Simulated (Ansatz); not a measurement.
Fields on a plane of Sc (hcp, Mg type)

```yaml
crystal:
  lattice:
    - [3.27721, 0.00000, 0.00000]
    - [-1.63861, 2.83815, 0.00000]
    - [0.00000, 0.00000, 5.08550]
  atoms:
    - { symbol: Sc, position: [0.33333, 0.66667, 0.75000] }
    - { symbol: Sc, position: [0.66667, 0.33333, 0.25000] }
```

The slice is a (-1 1 0 2) plane (indices of the conventional cell) through the point (0.333, 0.667, 0.750) (fractional), spanned by u = [110] and v = [1 -1 1] in vectors of this cell: u (3.28 Å) and v (7.62 Å, at 90° to u). It covers one period; positions are fractions (u, v).

Atoms on it: Sc at (0.00, 0.00). Other atoms lie within 1 Å of the plane.

Method: PBEsol (plane waves to 420 eV, PAW, scalar-relativistic; Ansatz, a quantum-chemistry and plane-wave program). k mesh 16×16×9. Inside the PAW spheres the values are not all-electron values, and peaks at nuclei hang on which shells count as valence. Sc is run without spin polarisation. Sc was relaxed with its symmetry unable to fall. The PAW data are Ansatz's earlier set.

```tsv
v \ u	0.00	0.08	0.17	0.25	0.33	0.42	0.50	0.58	0.67	0.75	0.83	0.92
0.86	0.12	0.10	0.10	0.17	0.40	0.61	0.67	0.61	0.40	0.17	0.10	0.10
0.71	0.76	0.72	0.58	0.36	0.19	0.12	0.11	0.12	0.19	0.36	0.58	0.72
0.57	0.16	0.18	0.24	0.35	0.44	0.48	0.49	0.48	0.44	0.35	0.24	0.18
0.43	0.69	0.66	0.46	0.15	0.15	0.44	0.61	0.44	0.15	0.15	0.46	0.66
0.29	0.12	0.11	0.12	0.20	0.40	0.58	0.63	0.58	0.40	0.20	0.12	0.11
0.14	0.11	0.10	0.10	0.17	0.38	0.60	0.67	0.60	0.38	0.17	0.10	0.10
0.00	x	x	0.68	0.53	0.11	0.14	0.28	0.14	0.11	0.53	0.68	x
```

Values: electron localisation function (ELF). Points within 0.5 Å of a nucleus are blanked (x), as the pseudised field means little there.

```
v \ u  0.00  0.17  0.33  0.50  0.67  0.83
-----  ----  ----  ----  ----  ----  ----
0.86   -0.6  -0.8  -0.9  -0.9  -0.9  -0.8
0.71   -0.9  -0.9  -0.9  -0.8  -0.9  -0.9
0.57   -0.9  -0.9  -0.9  -0.9  -0.9  -0.9
0.43    0.4  -0.1  -0.8  -0.9  -0.8  -0.1
0.29   -0.7  -0.8  -0.9  -0.9  -0.9  -0.8
0.14   -0.6  -0.8  -0.9  -1.0  -0.9  -0.8
0.00    1.0   0.6  -0.6  -0.9  -0.6   0.6
```

Values: log₁₀ of the valence density in e/Å³. The scale is logarithmic, as a density can span decades between atoms and voids.

| Quantity | Value |
|---|---|
| Density on the Sc–Sc line (3.28 Å) at its midpoint | 0.12 e/Å³ |
| ELF at that point | 0.28 |
